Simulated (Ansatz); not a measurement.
Na2PdSe2 in space group Cmc2_1 (No. 36; Pearson symbol oS20), plane-wave PAW r²SCAN (Ansatz code), all energies at zero smearing, with the estimated change up to a 700 eV cutoff added, with one set of potentials and settings (totals compare only within such a set). Cell of 10 atoms (4 Na, 2 Pd, 4 Se): -41848.009 eV.

```tsv
element	reference phase	E (eV/atom)
Na	C2/m, 3 atoms in the cell	-1488.6146
Pd	Fm-3m, 1 atoms in the cell	-6985.7456
Se	P3_121, 3 atoms in the cell	-5478.1269
```

Formation energy per atom, worked out: (-41848.009 − 4×(-1488.6146) − 2×(-6985.7456) − 4×(-5478.1269))/10 = -0.955 eV/atom (-92 kJ per mol of atoms), at 0 K, without zero-point energy or fitted corrections.

The workflow started from a Materials Project entry (that database holds measured and hypothetical structures alike); the Crystallography Open Database copy checked does not list it. Its standing as an ambient phase is unchecked. The r²SCAN relaxation kept the symmetry of its start; whether a distortion lowers the energy is not shown. The run is not spin-polarised. The references are the lowest solids computed at this level, not always the standard phases.

Potentials: the later of the program's two PAW sets.
